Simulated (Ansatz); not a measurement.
## What DFT gives for YFe₅

```
CELL_PARAMETERS angstrom
2.41095 4.17589 0.00000
-2.41095 4.17589 0.00000
0.00000 0.00000 4.01990
ATOMIC_POSITIONS crystal
Fe 0.50000 0.50000 0.50000
Fe 0.50000 0.00000 0.50000
Fe 0.00000 0.50000 0.50000
Y 0.00000 0.00000 0.00000
Fe 0.33330 0.33340 0.00000
Fe 0.66660 0.66670 0.00000
```

The numbers come from plane-wave PAW DFT (Ansatz): r2SCAN, no spin polarisation, 500 eV, 8×8×8 Γ-centred k points, fermi-dirac occupations (width 0.1 eV). Nothing was relaxed.

Task: Is there a gap?

Result: It is a metal, with about 17 states/eV a cell as the mean within 0.25 eV of the Fermi level, mostly Fe d (95 %).

Task: Which element gives electrons and which takes them?

Result: Bader charges in e: Y +1.63, Fe -0.33. In the mean Y gives up most and Fe takes most.

Task: What does the stress say?

Result: The pressure is -8.2 GPa (compression positive), so with the atoms held at these fractions the cell would first shrink. The principal stresses -13.9, -5.4, -5.4 GPa differ, so its shape would change too.

Task: Describe some of the short contacts.

Result: Fe–Fe at 2.41 Å: least valence density 0.40 e/Å³ and ELF 0.29 there. Y–Fe at 2.78 Å: least valence density 0.21 e/Å³ and ELF 0.12 there. These are pseudo-fields; inside the PAW spheres they differ from the all-electron ones.

Origin: a database entry at a rescaled volume. Caveats: no spin polarisation, so a magnetic state may lie lower.
